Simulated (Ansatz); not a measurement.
Relaxed InP (zinc blende):

```
InP
1.0
    0.00000     2.97977     2.97977
    2.97977     0.00000     2.97977
    2.97977     2.97977     0.00000
P In
1 1
Direct
  0.75000   0.75000   0.75000
  0.00000   0.00000   0.00000
```

In this cell atom 1 (P, nearest neighbour In at 2.581 Å; its periodic images, 4.2 Å or more away, move with it) is moved by s along Cartesian z, unit vector (0.000, 0.000, 1.000); all other atoms and the cell stay fixed.

Level of theory: PBE (plane waves to 420 eV, PAW, scalar-relativistic; Ansatz, a first-principles code). k mesh 8×8×8 (Γ-centred), Fermi-Dirac smearing 0.05 eV. E stands for the smeared free energy. InP was relaxed with its symmetry unable to fall. The zero of ΔE is the undisplaced structure.

```json
[
 {"s (Å)": "-0.260", "ΔE (meV/cell)": "238.5"},
 {"s (Å)": "-0.208", "ΔE (meV/cell)": "withheld"},
 {"s (Å)": "-0.156", "ΔE (meV/cell)": "87.3"},
 {"s (Å)": "-0.104", "ΔE (meV/cell)": "39.0"},
 {"s (Å)": "-0.052", "ΔE (meV/cell)": "9.8"},
 {"s (Å)": "0.000", "ΔE (meV/cell)": "0.0"},
 {"s (Å)": "0.052", "ΔE (meV/cell)": "9.8"},
 {"s (Å)": "0.104", "ΔE (meV/cell)": "39.0"},
 {"s (Å)": "0.156", "ΔE (meV/cell)": "87.3"},
 {"s (Å)": "0.208", "ΔE (meV/cell)": "withheld"},
 {"s (Å)": "0.260", "ΔE (meV/cell)": "238.5"}
]
```

Problem. Fit an even polynomial form (powers 2, 4) to the given rows and predict ΔE at s = -0.208.

Solution. Least squares on the 9 given rows: ΔE = (3621)·s² + (-1370)·s⁴, in meV/cell with s in Å; root-mean-square residual 0.01 meV/cell. At -0.208 the fit gives 154.1 meV/cell; the calculation gives 154.1 meV/cell, the same to the digits shown. The quadratic term alone would give 156.7 meV/cell.

(For displaced atoms, the force is minus the slope of the energy, and its curvature is a force constant, which sets phonon frequencies.)
